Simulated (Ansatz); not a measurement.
## ZnIn$_{2}$S$_{4}$, first-principles data

ZnIn2S4:
```yaml
crystal:
  lattice:
    - [1.91497, 1.10561, 11.97229]
    - [-1.91497, 1.10561, 11.97229]
    - [0.00000, -2.21122, 11.97229]
  atoms:
    - { symbol: S, position: [0.54001, 0.54001, 0.54001] }
    - { symbol: S, position: [0.69921, 0.69921, 0.69921] }
    - { symbol: S, position: [0.13005, 0.13005, 0.13005] }
    - { symbol: S, position: [0.95733, 0.95733, 0.95733] }
    - { symbol: Zn, position: [0.60877, 0.60877, 0.60877] }
    - { symbol: In, position: [0.83830, 0.83830, 0.83830] }
    - { symbol: In, position: [0.06233, 0.06233, 0.06233] }
```

Space group R3m (No. 160); conventional cell a = b = 3.830 Å, c = 35.917 Å, α = β = 90.00°, γ = 120.00°.

Method: DFT-LDA in the program Ansatz with PAW potentials. The cell and atoms are relaxed at this level. Other levels are named where they apply.

**Cell and energy**

```
Property                                                            Result
-----------------------------------------------------  -------------------
Volume per atom                                                   21.73 Å³
Density                                                         4.62 g/cm³
Formation energy from the elements (no fitted shifts)  -58 kJ/mol of atoms
```

**Electronic structure**

```
Item                                                                              Value
------------------------------------------------  -------------------------------------
Band gap                                          0.31 eV (smallest direct gap 0.31 eV)
Valence-band maximum                                                               at T
Conduction-band minimum                                                            at Γ
Electron effective mass                                             0.10 mₑ (isotropic)
Electron effective mass with spin–orbit coupling                    0.10 mₑ (isotropic)
HSE06 gap on the LDA cell                                                       1.23 eV
Gap with spin–orbit coupling                                                    0.29 eV
```

**Mechanics**

```
Property                               Value
----------------------------------  --------
Bulk modulus (Birch–Murnaghan fit)  55.6 GPa
Pressure derivative B′                   7.0
```

**Dielectric response**

```
Property                                                                           Result
----------------------------------------  -----------------------------------------------
Electronic dielectric constant ε∞ (DFPT)                        8.38 (xx = yy), 9.78 (zz)
Born charges (a third of the trace)       S -2.30 to -1.52, Zn +2.09, In +2.75 to +3.32 e
```

**Charges**

```
Property                                                 Value
-------------  -----------------------------------------------
Bader charges  S -0.85 to -0.69, Zn +0.81, In +1.10 to +1.24 e
```

The workflow started from an entry of the Crystallography Open Database (COD), which files this formula under 3 space groups. Its standing as an ambient phase is unchecked. The cell was relaxed with LDA under the symmetry of its start; whether a distortion lowers the energy is not shown. A crystal of weakly bound layers computed without a dispersion correction: the cell and the soft elastic constants depend strongly on that. The references are the lowest solids computed at this level, not always the standard phases. Scalar-relativistic: spin–orbit coupling is off unless named, which matters more the heavier the elements.

Potentials: the later of the program's two PAW sets.
